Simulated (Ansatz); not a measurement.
Zn3WN4:
```xyz
16
Lattice="6.5709 0.0000 0.0000 0.0000 5.6870 0.0000 0.0000 0.0000 5.3669" Properties=species:S:1:pos:R:3 pbc="T T T"
Zn     1.6518     4.7326     3.9212
Zn     1.6337     0.9544     1.2377
Zn     4.9191     4.7326     3.9212
Zn     4.9372     0.9544     1.2377
Zn     0.0000     1.8964     3.9162
Zn     3.2854     3.7906     1.2328
W      0.0000     3.8118     1.2312
W      3.2854     1.8752     3.9146
N      5.0198     4.6994     0.6105
N      4.8365     0.9876     3.2940
N      1.5511     4.6994     0.6105
N      1.7344     0.9876     3.2940
N      0.0000     2.0354     0.6078
N      3.2854     3.6516     3.2912
N      0.0000     3.8179     3.1030
N      3.2854     1.8691     0.4196
```

Relaxed with PBE. Special points in fractions of this cell's reciprocal vectors: Γ (0.000, 0.000, 0.000); X (0.500, 0.000, 0.000); S (0.500, 0.500, 0.000); Y (0.000, 0.500, 0.000); Z (0.000, 0.000, 0.500); U (0.500, 0.000, 0.500); R (0.500, 0.500, 0.500); T (0.000, 0.500, 0.500).

**Question.** List the band energies nearest the valence-band maximum at these points for PBE in the plane-wave PAW code Ansatz.

**Answer.** In eV from the valence-band maximum; about four levels below and three above (degenerate sets whole), none deeper than 8.9 eV; points with the same levels are listed once.

| k | below | above |
|---|---|---|
| Γ | -1.24 -1.02 -0.82 -0.18 | 2.46 2.94 3.39 |
| X | -0.95 -0.95 -0.39 -0.39 | 3.12 3.12 3.57 3.57 |
| S | -1.04 -1.04 -0.33 -0.33 | 3.05 3.05 3.83 3.83 |
| Y | -1.17 -0.76 -0.48 0.00 | 2.82 3.15 3.42 |
| Z | -0.56 -0.56 -0.32 -0.32 | 2.82 2.82 3.23 3.23 |
| U | -0.53 -0.53 -0.37 -0.37 | 2.71 2.71 3.37 3.37 |
| R | -0.60 -0.60 -0.51 -0.51 | 2.68 2.68 3.40 3.40 |
| T | -0.64 -0.64 -0.42 -0.42 | 2.84 2.84 3.11 3.11 |

Space group Pmn2_1. The workflow started from a Materials Project entry (that database holds measured and hypothetical structures alike); the Crystallography Open Database copy checked does not list it. With Zn and W taken as one species the cell has the higher symmetry P6_3mc, so it may be an ordered model of a mixed-site phase. Its standing as an ambient phase is unchecked. Symmetry was held in the PBE relaxation; whether a distortion lowers the energy is not shown. No spin polarisation was allowed. Spin–orbit coupling is left out wherever it is not named.

Potentials: the later of the program's two PAW sets.
